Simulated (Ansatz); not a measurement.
Given:

TiN:
```cif
data_N4Ti4
_chemical_formula_sum 'N4 Ti4'
_space_group_name_H-M_alt 'Fm-3m'
_space_group_IT_number 225
_space_group_name_Hall '-F 4 2 3'
_cell_length_a 4.23235
_cell_length_b 4.23235
_cell_length_c 4.23235
_cell_angle_alpha 90.000
_cell_angle_beta 90.000
_cell_angle_gamma 90.000
loop_
_atom_site_label
_atom_site_type_symbol
_atom_site_symmetry_multiplicity
_atom_site_Wyckoff_symbol
_atom_site_fract_x
_atom_site_fract_y
_atom_site_fract_z
_atom_site_occupancy
N1 N 4 a 0.00000 0.00000 0.00000 1
Ti1 Ti 4 b 0.50000 0.50000 0.50000 1
```
(The calculation used a cell of 2 atoms; values per cell refer to that cell.)

This is the r²SCAN-relaxed structure.

Question: All from DFT-r²SCAN in the program Ansatz with PAW potentials, unless another level is named. Predict the electronic character.

Answer: metallic (no gap).

Question: And the density of states at the Fermi level?

Answer: 0.41 states/eV per atom (mean over ±0.08 eV).

Question: Predict the formation energy from the elements (no fitted shifts).

Answer: -1.93 eV/atom.

The cell was relaxed with r²SCAN under the symmetry of its start. No spin polarisation was allowed. With an odd number of electrons in the cell and no spin polarisation, the count alone makes it a metal. The references are the lowest solids computed at this level, not always the standard phases (solids in place of the gases).

Potentials: the later of the program's two PAW sets.
